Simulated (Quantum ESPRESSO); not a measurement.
Nb2RuSn4Hf, finding a planted mistake in a log

Simulated, not a measurement. The program is pw.x of Quantum ESPRESSO 7.5 (plane-wave density functional theory). The cell is made up: eight metal atoms on a hexagonal close-packed lattice, with elements, volume, strain and displacements drawn at random and not relaxed, so it may be unstable or far from any real phase. PseudoDojo standard norm-conserving files set the functional (PBE unless stated); there is no spin polarisation or spin-orbit coupling, the Fermi-Dirac width of 0.25 eV means electrons at about 2900 K, and the masses in the input are unused placeholders. The tin pseudopotential is less sure than most, with forces differing by about three percent from a second method on plain tin. Heavy elements are run without spin-orbit coupling, which real alloys of them have. A spin test at this wide smearing found no moment, but such smearing suppresses magnetism that the real alloy may have.

Intended input:

```
&control calculation='scf', pseudo_dir='./dojo.nc.sr.pbe.v0_5.standard.upf', outdir='./o', disk_io='minimal', tprnfor=.true., tstress=.true. /
&system ibrav=0, nat=8, ntyp=4, nbnd=68, ecutwfc=84.00895049, nosym=.true., tot_charge=0,
 occupations='smearing', smearing='fd', degauss=0.0183746611
/
&electrons conv_thr=1.470e-08, electron_maxstep=70, mixing_beta=0.5 /
ATOMIC_SPECIES
Hf 1.0 Hf.upf
Nb 1.0 Nb.upf
Ru 1.0 Ru.upf
Sn 1.0 Sn.upf
CELL_PARAMETERS angstrom
4.6395 -2.7069 -0.0305
-3.0378 0.0375 -5.0743
2.9967 5.2468 -0.0144
ATOMIC_POSITIONS angstrom
Nb -0.0846 0.052 -0.1647
Ru 1.4169 2.7057 -0.0471
Nb -0.0284 1.6618 -2.5767
Sn 1.3371 4.4834 -2.5772
Sn 2.9852 0.0363 0.0339
Sn 4.6196 2.7053 0.0402
Sn 1.4002 -0.886 -2.6595
Hf 3.2274 1.7452 -2.6558
K_POINTS automatic
5 5 4 1 1 1
```

The log is shortened where brackets say so; the opening notice, blank lines, dates and the lines on written files are dropped, and the path of the files is cut. It prints rydbergs, bohrs and kilobars, and counts compression as positive stress. Its total energy is the free energy E - TS of the whole cell.

Log of the intended run:

```
     Program PWSCF v.7.5
     Parallel version (MPI & OpenMP), running on       4 processor cores
     Number of MPI processes:                 4
     Threads/MPI process:                     1
     [start-up lines left out]
     bravais-lattice index     =            0
     lattice parameter (alat)  =      10.1507  a.u.
     unit-cell volume          =    1115.4207 (a.u.)^3
     number of atoms/cell      =            8
     number of atomic types    =            4
     number of electrons       =       110.00
     number of Kohn-Sham states=           68
     kinetic-energy cutoff     =      84.0090  Ry
     charge density cutoff     =     336.0358  Ry
     scf convergence threshold =      1.5E-08
     mixing beta               =       0.5000
     number of iterations used =            8  plain     mixing
     Exchange-correlation= PBE
                           (   1   4   3   4   0   0   0)
     [axes and pseudopotential details left out]
   Cartesian axes
     site n.     atom                  positions (alat units)
         1        Nb     tau(   1) = (  -0.0157497   0.0096807  -0.0306617  )
         2        Ru     tau(   2) = (   0.2637802   0.5037124  -0.0087685  )
         3        Nb     tau(   3) = (  -0.0052871   0.3093725  -0.4796969  )
         4        Sn     tau(   4) = (   0.2489241   0.8346617  -0.4797899  )
         5        Sn     tau(   5) = (   0.5557461   0.0067579   0.0063111  )
         6        Sn     tau(   6) = (   0.8600177   0.5036380   0.0074839  )
         7        Sn     tau(   7) = (   0.2606712  -0.1649441  -0.4951115  )
         8        Hf     tau(   8) = (   0.6008358   0.3248989  -0.4944227  )
     number of k points=    50  Fermi-Dirac smearing, width (Ry)=  0.0184
                       cart. coord. in units 2pi/alat
        k(    1) = (   0.1416753   0.0465313  -0.1903293), wk =   0.0400000
        k(    2) = (   0.2532792   0.2385520  -0.2557234), wk =   0.0400000
     [further k points left out]
     Dense  grid:   116075 G-vectors     FFT dimensions: (  60,  72,  72)
     Estimated max dynamical RAM per process >     401.24 MB
     Estimated total dynamical RAM >       1.48 GB
     Initial potential from superposition of free atoms
     starting charge     109.9866, renormalised to     110.0000
     Starting wfcs are   76 randomized atomic wfcs
     total cpu time spent up to now is        6.4 secs
     per-process dynamical memory:   316.2 Mb
     Self-consistent Calculation
     iteration #  1     ecut=    84.01 Ry     beta= 0.50
     Davidson diagonalization with overlap
     ethr =  1.00E-02,  avg # of iterations =  2.2
     Threshold (ethr) on eigenvalues was too large:
     Diagonalizing with lowered threshold
     Davidson diagonalization with overlap
     ethr =  5.37E-04,  avg # of iterations =  2.8
     total cpu time spent up to now is       31.4 secs
     total energy              =   -1194.27547841 Ry
     estimated scf accuracy    <       0.64065529 Ry
     iteration #  2     ecut=    84.01 Ry     beta= 0.50
     Davidson diagonalization with overlap
     ethr =  5.82E-04,  avg # of iterations =  4.0
     total cpu time spent up to now is       46.6 secs
     total energy              =   -1194.15618769 Ry
     estimated scf accuracy    <       2.67623644 Ry
     [iterations 3 to 11 left out]
     iteration # 12     ecut=    84.01 Ry     beta= 0.50
     Davidson diagonalization with overlap
     ethr =  3.73E-10,  avg # of iterations =  2.1
     total cpu time spent up to now is      197.4 secs
     total energy              =   -1194.51769061 Ry
     estimated scf accuracy    <       0.00000010 Ry
     iteration # 13     ecut=    84.01 Ry     beta= 0.50
     Davidson diagonalization with overlap
     ethr =  8.78E-11,  avg # of iterations =  2.0
     total cpu time spent up to now is      210.4 secs
     End of self-consistent calculation
     [lines on levels left out]
!    total energy              =   -1194.51769062 Ry
     estimated scf accuracy    <          5.0E-09 Ry
     smearing contrib. (-TS)   =      -0.11307574 Ry
     internal energy E=F+TS    =   -1194.40461487 Ry
     The total energy is F=E-TS. E is the sum of the following terms:
     one-electron contribution =    -265.38728064 Ry
     hartree contribution      =     205.00124928 Ry
     xc contribution           =    -291.51168803 Ry
     ewald contribution        =    -842.50689548 Ry
     convergence has been achieved in  13 iterations
     Forces acting on atoms (cartesian axes, Ry/au):
     atom    1 type  2   force =     0.01840220    0.00593335    0.00151797
     atom    2 type  3   force =     0.01873648   -0.01188580   -0.00622850
     atom    3 type  2   force =    -0.00793708    0.04310840    0.01409850
     atom    4 type  4   force =     0.02447040   -0.04562030    0.04906755
     atom    5 type  4   force =     0.02347566    0.04119770   -0.05963147
     atom    6 type  4   force =    -0.03868098   -0.04521070    0.00912920
     atom    7 type  4   force =     0.05756796    0.04867016   -0.02880175
     atom    8 type  1   force =    -0.09603464   -0.03619279    0.02084849
     Total force =     0.187143     Total SCF correction =     0.000187
     Computing stress (Cartesian axis) and pressure
          total   stress  (Ry/bohr**3)                   (kbar)     P=        5.35
   0.00016042   0.00004098   0.00005318           23.60        6.03        7.82
   0.00004098  -0.00004188  -0.00006043            6.03       -6.16       -8.89
   0.00005318  -0.00006043  -0.00000944            7.82       -8.89       -1.39
     init_run     :      6.05s CPU      6.26s WALL (       1 calls)
     electrons    :    199.38s CPU    204.04s WALL (       1 calls)
     forces       :      2.11s CPU      2.14s WALL (       1 calls)
     stress       :      7.52s CPU      7.52s WALL (       1 calls)
     [timing details left out]
     PWSCF        :   3m35.15s CPU   3m40.13s WALL
     JOB DONE.
```

A second run was made from an input with one planted mistake. Its log:

```
     Program PWSCF v.7.5
     Parallel version (MPI & OpenMP), running on       4 processor cores
     Number of MPI processes:                 4
     Threads/MPI process:                     1
     [start-up lines left out]
     bravais-lattice index     =            0
     lattice parameter (alat)  =      10.0360  a.u.
     unit-cell volume          =    1078.0432 (a.u.)^3
     number of atoms/cell      =            8
     number of atomic types    =            4
     number of electrons       =       110.00
     number of Kohn-Sham states=           68
     kinetic-energy cutoff     =      84.0090  Ry
     charge density cutoff     =     336.0358  Ry
     scf convergence threshold =      1.5E-08
     mixing beta               =       0.5000
     number of iterations used =            8  plain     mixing
     Exchange-correlation= PBE
                           (   1   4   3   4   0   0   0)
     [axes and pseudopotential details left out]
   Cartesian axes
     site n.     atom                  positions (alat units)
         1        Nb     tau(   1) = (  -0.0157414   0.0096783  -0.0306543  )
         2        Ru     tau(   2) = (   0.2637814   0.5037060  -0.0087745  )
         3        Nb     tau(   3) = (  -0.0052911   0.3093675  -0.4796985  )
         4        Sn     tau(   4) = (   0.2489250   0.8346520  -0.4797926  )
         5        Sn     tau(   5) = (   0.5557505   0.0067598   0.0063079  )
         6        Sn     tau(   6) = (   0.8600152   0.5036307   0.0074753  )
         7        Sn     tau(   7) = (   0.2606746  -0.1649458  -0.4951009  )
         8        Hf     tau(   8) = (   0.6008282   0.3249018  -0.4944231  )
     number of k points=    50  Fermi-Dirac smearing, width (Ry)=  0.0184
                       cart. coord. in units 2pi/alat
        k(    1) = (   0.1416747   0.0465346  -0.1903283), wk =   0.0400000
        k(    2) = (   0.2532784   0.2385579  -0.2557215), wk =   0.0400000
     [further k points left out]
     Dense  grid:   112087 G-vectors     FFT dimensions: (  60,  72,  72)
     Estimated max dynamical RAM per process >     388.97 MB
     Estimated total dynamical RAM >       1.44 GB
     Initial potential from superposition of free atoms
     starting charge     109.9866, renormalised to     110.0000
     Starting wfcs are   76 randomized atomic wfcs
     total cpu time spent up to now is        6.7 secs
     per-process dynamical memory:   296.7 Mb
     Self-consistent Calculation
     iteration #  1     ecut=    84.01 Ry     beta= 0.50
     Davidson diagonalization with overlap
     ethr =  1.00E-02,  avg # of iterations =  2.3
     Threshold (ethr) on eigenvalues was too large:
     Diagonalizing with lowered threshold
     Davidson diagonalization with overlap
     ethr =  5.22E-04,  avg # of iterations =  2.8
     total cpu time spent up to now is       32.4 secs
     total energy              =   -1194.27595428 Ry
     estimated scf accuracy    <       0.62497310 Ry
     iteration #  2     ecut=    84.01 Ry     beta= 0.50
     Davidson diagonalization with overlap
     ethr =  5.68E-04,  avg # of iterations =  4.2
     total cpu time spent up to now is       47.8 secs
     total energy              =   -1194.17919399 Ry
     estimated scf accuracy    <       2.43922050 Ry
     [iterations 3 to 13 left out]
     iteration # 14     ecut=    84.01 Ry     beta= 0.50
     Davidson diagonalization with overlap
     ethr =  1.52E-11,  avg # of iterations =  2.0
     total cpu time spent up to now is      200.4 secs
     total energy              =   -1194.51108819 Ry
     estimated scf accuracy    <       0.00000002 Ry
     iteration # 15     ecut=    84.01 Ry     beta= 0.50
     Davidson diagonalization with overlap
     ethr =  1.50E-11,  avg # of iterations =  1.2
     total cpu time spent up to now is      211.1 secs
     End of self-consistent calculation
     [lines on levels left out]
!    total energy              =   -1194.51108819 Ry
     estimated scf accuracy    <          2.9E-09 Ry
     smearing contrib. (-TS)   =      -0.10864302 Ry
     internal energy E=F+TS    =   -1194.40244517 Ry
     The total energy is F=E-TS. E is the sum of the following terms:
     one-electron contribution =    -250.99048789 Ry
     hartree contribution      =     200.46239785 Ry
     xc contribution           =    -291.74007779 Ry
     ewald contribution        =    -852.13427734 Ry
     convergence has been achieved in  15 iterations
     Forces acting on atoms (cartesian axes, Ry/au):
     atom    1 type  2   force =     0.02224947    0.00551412    0.00363693
     atom    2 type  3   force =     0.01988991   -0.01331549   -0.00753554
     atom    3 type  2   force =    -0.00858359    0.04983137    0.01364923
     atom    4 type  4   force =     0.02772211   -0.05029920    0.05112858
     atom    5 type  4   force =     0.02525165    0.04448695   -0.06639551
     atom    6 type  4   force =    -0.04376836   -0.04869517    0.00914885
     atom    7 type  4   force =     0.06384893    0.05193044   -0.02950957
     atom    8 type  1   force =    -0.10661012   -0.03945303    0.02587703
     Total force =     0.206049     Total SCF correction =     0.000093
     Computing stress (Cartesian axis) and pressure
          total   stress  (Ry/bohr**3)                   (kbar)     P=       47.66
   0.00045404   0.00005999   0.00005929           66.79        8.82        8.72
   0.00005999   0.00025036  -0.00006429            8.82       36.83       -9.46
   0.00005929  -0.00006429   0.00026757            8.72       -9.46       39.36
     init_run     :      6.31s CPU      6.62s WALL (       1 calls)
     electrons    :    202.60s CPU    204.45s WALL (       1 calls)
     forces       :      2.01s CPU      2.03s WALL (       1 calls)
     stress       :      6.80s CPU      6.97s WALL (       1 calls)
     [timing details left out]
     PWSCF        :   3m37.79s CPU   3m40.16s WALL
     JOB DONE.
```

Question: the log repeats what the program read. Compare it with the intended run: what was wrong in the second input?

Answer: the cell and the positions are scaled by a wrong factor. The input lines that differ:

```
- 4.6395 -2.7069 -0.0305
- -3.0378 0.0375 -5.0743
- 2.9967 5.2468 -0.0144
+ 4.5871 -2.6763 -0.0302
+ -3.0035 0.0371 -5.017
+ 2.9628 5.1875 -0.0142
- Nb -0.0846 0.052 -0.1647
- Ru 1.4169 2.7057 -0.0471
- Nb -0.0284 1.6618 -2.5767
- Sn 1.3371 4.4834 -2.5772
- Sn 2.9852 0.0363 0.0339
- Sn 4.6196 2.7053 0.0402
- Sn 1.4002 -0.886 -2.6595
- Hf 3.2274 1.7452 -2.6558
+ Nb -0.0836 0.0514 -0.1628
+ Ru 1.4009 2.6751 -0.0466
+ Nb -0.0281 1.643 -2.5476
+ Sn 1.322 4.4327 -2.5481
+ Sn 2.9515 0.0359 0.0335
+ Sn 4.5674 2.6747 0.0397
+ Sn 1.3844 -0.876 -2.6294
+ Hf 3.1909 1.7255 -2.6258
```

```
                                            intended run  run with the mistake
                          free energy (eV)    -16252.241            -16252.151
         entropy term -TS, part of it (eV)        -1.538                -1.478
                            pressure (GPa)          0.54                  4.77
size of the largest force component (eV/Å)         2.469                 2.741
largest change of a force component (eV/Å)                               0.272
                                iterations            13                    15
```

For scale, a rerun of the intended cell at a higher cutoff and on a denser mesh moved values by no more than 0.002 eV in energy, 0.03 GPa in stress and 0.007 eV/Å in force, and a second program with other atomic files agreed on that cell to 2 % rms in force and 0.5 GPa in pressure.